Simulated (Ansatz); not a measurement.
**Data sheet: HfPt3 (DFT)**

HfPt3:
```
HfPt3
1.0
    3.98596     0.00000     0.00000
    0.00000     3.98596     0.00000
    0.00000     0.00000     3.98596
Hf Pt
1 3
Direct
  0.00000   0.00000   0.00000
  0.50000   0.50000   0.00000
  0.00000   0.50000   0.50000
  0.50000   0.00000   0.50000
```

Space group Pm-3m (No. 221), Cu3Au type; conventional cell a = 3.9860 Å, b = 3.9860 Å, c = 3.9860 Å, α = 90.00°, β = 90.00°, γ = 90.00°.

Method: DFT-PBEsol in the program Ansatz with PAW potentials. Structure relaxed to zero pressure with the same functional. Other levels are named where they apply.

**Cell and energy**

* **Volume per atom**: 15.83 Å³
* **Density**: 20.03 g/cm³
* **Formation energy from the elements (no fitted shifts)**: -106 kJ/mol of atoms

**Electronic structure**

- Electronic character: metallic (no gap)
- Density of states at the Fermi level: 0.05 states/eV per atom (mean over ±0.08 eV)
- Gap with spin–orbit coupling: none (metallic)

**Mechanics**

- Bulk modulus (Birch–Murnaghan fit) = 257 GPa
- Pressure derivative B′ = 4.9
- Elastic constants (relaxed ions, GPa) = C11 = 387, C12 = 193, C44 = 145
- Mechanical stability = stable (all eigenvalues of C positive)
- Hill bulk and shear moduli = 258 and 123 GPa
- Young's modulus = 319 GPa
- Poisson's ratio = 0.29
- Debye temperature from the elastic constants = 328 K

**Phonons**

Highest zone-centre frequency: 168 cm^-1
Zone-centre stability: no imaginary mode at Γ

The first step of the workflow began from a Materials Project structure, measured or hypothetical; the Crystallography Open Database copy checked does not list it. COD files the formula under space group No. 194. Whether it is the stable phase at ambient conditions was not checked. The PBEsol relaxation kept the symmetry of its start. The run is not spin-polarised. As this level gives no gap, shear constants depend on the k-mesh and smearing (Fermi–Dirac, 0.1 eV here). As this level gives no gap, phonon frequencies hold no LO–TO term and depend on the k-mesh and smearing (Fermi–Dirac, 0.1 eV here). The references are the lowest solids computed at this level, not always the standard phases. Spin–orbit coupling is left out wherever it is not named.

Potentials: the later of the program's two PAW sets.
